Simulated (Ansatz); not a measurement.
**Property card for SrMg₂FeH₈**

SrMg2FeH8:
```
CELL_PARAMETERS angstrom
      4.44498     0.00000     0.00000
     -2.22249     3.84947     0.00000
      0.00000     0.00000     6.47242
ATOMIC_POSITIONS crystal
  Sr 0.00000 0.00000 0.50000
  Mg 0.66667 0.33333 0.87630
  Mg 0.33333 0.66667 0.12370
  Fe 0.00000 0.00000 0.00000
  H  0.32249 0.16125 0.14601
  H  0.67751 0.83875 0.85399
  H  0.83875 0.16125 0.14601
  H  0.16125 0.83875 0.85399
  H  0.83875 0.67751 0.14601
  H  0.16125 0.32249 0.85399
  H  0.66667 0.33333 0.58005
  H  0.33333 0.66667 0.41995
```

Space group P-3m1 (No. 164); conventional cell a = b = 4.4450 Å, c = 6.4724 Å, α = β = 90.00°, γ = 120.00°.

Method: PBEsol in the plane-wave PAW code Ansatz. Structure relaxed to zero pressure with the same functional. Other levels are named where they apply.

**Cell and energy**

* **Volume per atom**: 9.23 Å³
* **Density**: 3.00 g/cm³
* **Formation energy from the elements (no fitted shifts)**: -0.45 eV/atom

**Electronic structure**

Band gap: 1.62 eV (indirect)
Valence-band maximum: at L
Conduction-band minimum: at M (3 equivalent valleys)
Smallest direct gap on the standard path: 1.75 eV
Electron effective mass: 0.57, 0.81, 1.0 mₑ (principal values)
Electron effective mass with spin–orbit coupling: 0.57, 0.81, 1.0 mₑ (principal values)
Weight of the conduction-edge state by species (Voronoi cells): Fe 47 %, H 42 %, Sr 7 %, Mg 3 %
Hole effective mass: 2.5, 4.8, 12 mₑ (principal values)
Hole effective mass with spin–orbit coupling: 2.5, 4.7, 12 mₑ (principal values)
Weight of the valence-edge state by species (Voronoi cells): Fe 76 %, H 22 %
HSE06 gap on the PBEsol cell: 3.76 eV
Gap with spin–orbit coupling: 1.61 eV

**Mechanics**

* **Bulk modulus (Birch–Murnaghan fit)**: 56.1 GPa
* **Pressure derivative B′**: 3.8
* **Elastic constants (relaxed ions, GPa)**: C11 = 136, C12 = 25.5, C13 = 23.5, C14 = 2.5, C33 = 99.5, C44 = 42.3
* **Mechanical stability**: stable (all eigenvalues of C positive)
* **Hill bulk and shear moduli**: 56.7 and 47.4 GPa
* **Young's modulus**: 111 GPa
* **Poisson's ratio**: 0.17
* **Debye temperature from the elastic constants**: 621 K

**Dielectric response**

* **Electronic dielectric constant ε∞ (DFPT)**: 4.96 (xx = yy), 4.84 (zz)
* **Born charges (a third of the trace)**: Sr +2.30, Mg +1.91, Fe -2.92, H -1.01 to -0.20 e

**Charges**

Bader charges: Sr +1.45, Mg +1.62, Fe -0.10, H -0.74 to -0.52 e

The first step of the workflow began from a Materials Project structure, measured or hypothetical; the Crystallography Open Database copy checked does not list it. Its standing as an ambient phase is unchecked. The PBEsol relaxation kept the symmetry of its start; its stability against distortions is not shown here. The run is not spin-polarised. The references are the lowest solids computed at this level, not always the standard phases (solids in place of the gases). Scalar-relativistic: spin–orbit coupling is off unless named, which matters more the heavier the elements.

Potentials: the later of the program's two PAW sets.
